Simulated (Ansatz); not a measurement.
Nb$_{3}$Te$_{4}$ (space group P6_3/m)

```yaml
crystal:
  lattice:
    - [10.66338, 0.00000, 0.00000]
    - [-5.33169, 9.23475, 0.00000]
    - [0.00000, 0.00000, 3.59287]
  atoms:
    - { symbol: Nb, position: [0.48879, 0.10302, 0.25000] }
    - { symbol: Nb, position: [0.51121, 0.89698, 0.75000] }
    - { symbol: Nb, position: [0.38577, 0.48879, 0.75000] }
    - { symbol: Nb, position: [0.61423, 0.51121, 0.25000] }
    - { symbol: Nb, position: [0.89698, 0.38577, 0.25000] }
    - { symbol: Nb, position: [0.10302, 0.61423, 0.75000] }
    - { symbol: Te, position: [0.66667, 0.33333, 0.75000] }
    - { symbol: Te, position: [0.33333, 0.66667, 0.25000] }
    - { symbol: Te, position: [0.33832, 0.27109, 0.25000] }
    - { symbol: Te, position: [0.66168, 0.72891, 0.75000] }
    - { symbol: Te, position: [0.06723, 0.33832, 0.75000] }
    - { symbol: Te, position: [0.93277, 0.66168, 0.25000] }
    - { symbol: Te, position: [0.72891, 0.06723, 0.25000] }
    - { symbol: Te, position: [0.27109, 0.93277, 0.75000] }
```

This relaxed cell (volume V₀) is scaled evenly in all directions, its shape held. The atoms relax within the cell's symmetry.

The numbers are results of PBEsol (plane waves to 420 eV, PAW, scalar-relativistic; Ansatz, a first-principles code), not measurements. k mesh 4×4×10 (Γ-centred), Fermi-Dirac smearing 0.05 eV. E stands for the smeared free energy. Compression counts positive. With the shape held, the modulus is that of even scaling; a crystal free to change shape is softer. Nb3Te4 is run without spin polarisation. Nb3Te4 was relaxed with its symmetry unable to fall. Spin-orbit coupling is left out, though Te is heavy. ΔE is measured from the relaxed starting cell. The last digit holds for this mesh only.

```json
[
 {"V (Å³/atom)": "22.744", "ΔE (meV/atom)": "67.1"},
 {"V (Å³/atom)": "23.376", "ΔE (meV/atom)": "36.0"},
 {"V (Å³/atom)": "24.008", "ΔE (meV/atom)": "15.2"},
 {"V (Å³/atom)": "24.640", "ΔE (meV/atom)": "withheld"},
 {"V (Å³/atom)": "25.272", "ΔE (meV/atom)": "0.0"},
 {"V (Å³/atom)": "25.903", "ΔE (meV/atom)": "3.3"},
 {"V (Å³/atom)": "26.535", "ΔE (meV/atom)": "12.6"},
 {"V (Å³/atom)": "27.167", "ΔE (meV/atom)": "27.2"},
 {"V (Å³/atom)": "27.799", "ΔE (meV/atom)": "46.2"}
]
```

Question: Fit a third-order Birch-Murnaghan form (E₀, V₀, B₀, B₀′ free) to the given rows and predict ΔE at V = 24.640.

Answer: Least squares on the 8 given rows: ΔE = E₀ + (9V₀B₀/16)·y²·[2 + (B₀′ − 4)y], y = (V₀/V)^(2/3) − 1, with V₀ = 25.273 Å³/atom, B₀ = 69.93 GPa (160.2 GPa = 1 eV/Å³; the term in eV is multiplied by 1000), B₀′ = 4.54, E₀ = 0.03 meV/atom; root-mean-square residual 0.04 meV/atom. At 24.640 the fit gives 3.7 meV/atom; the calculation gives 3.6 meV/atom, so the interpolation is off by 0.1 (+2.8 %). For the pressure the fit gives 1.9 GPa against the computed 1.9 GPa.

(Under strain, the slope of the energy per volume gives the stress and its curvature an elastic modulus.)
